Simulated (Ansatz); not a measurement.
Zone-centre phonons of SnO at -1.0 GPa: input and output

Level of theory: DFT LDA, scalar-relativistic, plane waves, PAW (Ansatz 0.2.0).

Launched with:
```bash
ansatz run input.yaml --threads 4 --pin off --max-ram 12288MiB --backend cpu --events-out ev --progress --plain --runs-dir out
```

Input (bare energies are in eV):
```yaml
crystal:
  lattice:
    - [0.0, 2.6732, 2.6732]
    - [2.6732, 0.0, 2.6732]
    - [2.6732, 2.6732, 0.0]
  atoms:
    - { symbol: Sn, position: [0.0, 0.0, 0.0] }
    - { symbol: O, position: [0.25, 0.25, 0.25] }
basis:
  ecutwfc: 420
kpoints:
  mp_grid: { grid: [10, 10, 10] }
hamiltonian:
  xc: lda
scf:
  occupations: { method: fermi_dirac, width: 0.15 }
output:
  eigenvalues: true
phonons:
  method: dfpt
  eigenvectors: true
```

Results section of the output:
```
--- Phonons (Γ-DFPT): 2 representative perturbations + reference, on 102 of 1000 k-points (Σ response iterations 6) ---
  k mesh reduced under 8 symmetry operations, with k and −k counted as one. Each operation leaves every solved displacement unchanged or reverses it
  ASR residual: 1.746e-4 → 0.000e0 eV/Å²; symmetrization residual: 1.522e-6 eV/Å²
  ASR residual per site (eV/Å²): 4.63e-5 1.75e-4
  Γ frequencies (cm⁻¹): 0.00 0.00 0.00 208.80 208.80 208.80
  non-analytic LO–TO correction: not included (Born effective charges unavailable; polar crystals: no LO–TO splitting at Γ)
```

Time: 5.6 s on 4 threads of Intel(R) Xeon(R) Processor @ 2.70GHz, on a shared host, peak memory 0.51 GiB.

The cell is the ideal cubic zincblende prototype; this isn't the usual structure of the compound. In a metal, frequencies and elastic constants depend on the k mesh and the smearing, soft modes and shear constants most. Spin–orbit coupling is left out, which matters for heavy elements. A semilocal functional can close a gap that the real compound has.